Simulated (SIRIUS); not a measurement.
## What cheaper settings lose for CsIn5S8 (C2/m, 14 atoms in the cell; from Materials Project mp-22007)

```
CELL_PARAMETERS angstrom
      9.59849    -1.94580     0.00000
      9.59849     1.94580     0.00000
     -1.97026     0.00000     9.16180
ATOMIC_POSITIONS crystal
  Cs 0.50000 0.50000 0.50000
  In 0.00000 0.00000 0.00000
  In 0.34909 0.34909 0.06633
  In 0.65091 0.65091 0.93367
  In 0.29036 0.29036 0.65986
  In 0.70964 0.70964 0.34014
  S  0.83297 0.83297 0.51621
  S  0.16703 0.16703 0.48379
  S  0.92111 0.92111 0.19448
  S  0.07889 0.07889 0.80552
  S  0.58155 0.58155 0.13771
  S  0.41845 0.41845 0.86229
  S  0.76450 0.76450 0.84760
  S  0.23550 0.23550 0.15240
```

Base run: LDA (PW92), GBRV LDA ultrasoft pseudopotentials (plane waves; SIRIUS 7.12.0). Its settings: parameters.ngridk = 3 3 2; parameters.xc_functionals = [XC_LDA_X, XC_LDA_C_PW]; parameters.gk_cutoff = 6.325 1/bohr; parameters.pw_cutoff = 14.143 1/bohr; parameters.smearing = gaussian; parameters.smearing_width = 0.00183747 Ha; potentials = GBRV LDA ultrasoft pseudopotentials; parameters.electronic_structure_method = pseudopotential; parameters.num_bands = 73; parameters.num_mag_dims = 0; parameters.num_dft_iter = 100; parameters.energy_tol = 1e-07 Ha; parameters.density_tol = 1e-06; mixer.type = broyden2; mixer.beta = 0.5; mixer.use_hartree = false.

The structure comes from a collection of computed structures, made at another level of theory; the collection holds predicted forms beside known ones.

Runs, by their change from the base:
- A: parameters.ngridk: 3 3 2 → 1 1 1
- B: parameters.ngridk: 3 3 2 → 2 2 1
- C: parameters.ngridk: 3 3 2 → 3 3 1
- D: base settings

Differences from run D, taken as the yardstick (the most refined here, and need not be converged itself); core times are rough figures from one shared machine:

```
run  core time (% of D)  Δ energy (meV/atom)  Δ pressure (GPa)  largest change of a force vector (eV/Å)
---  ------------------  -------------------  ----------------  ---------------------------------------
A                    20               1092.2              8.54                                    1.052
B                    40                 86.5              0.54                                    0.190
C                    60                  5.7             -0.05                                    0.103
D                   100                  0.0              0.00                                    0.000
```

The coarsest run whose energy per atom lies within 25 meV/atom of run D, with all finer runs doing so too: run C; its energy is off by 5.7 meV/atom. Its worst force vector still differs by 0.103 eV/Å, so the choice depends on the quantity wanted.
